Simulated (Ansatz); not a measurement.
In DFT-PBE in the program Ansatz with PAW potentials, AlMo2C in the hexagonal phase (P6_3/mmc; Al on 2d, Mo on 4f, C on 2a) relaxes to a = 3.025 Å, c = 13.479 Å. C has 6 nearest neighbours from 2.12 Å (octahedral). Against the elements it lies at -170 meV/atom, with no fitted shifts.

Electronic character: metallic (no gap). Gap from PBE with spin–orbit coupling: none (metallic).

The bulk modulus is 193 GPa.

The start of the workflow was typed in or built on a structure type; neither database checked (COD, Materials Project) lists it. Its standing as an ambient phase is unchecked. Symmetry was held in the PBE relaxation; whether a distortion lowers the energy is not shown. No spin polarisation was allowed. The references are the lowest solids computed at this level, not always the standard phases. Spin–orbit coupling is left out wherever it is not named.

Potentials: the earlier of the program's two PAW sets.
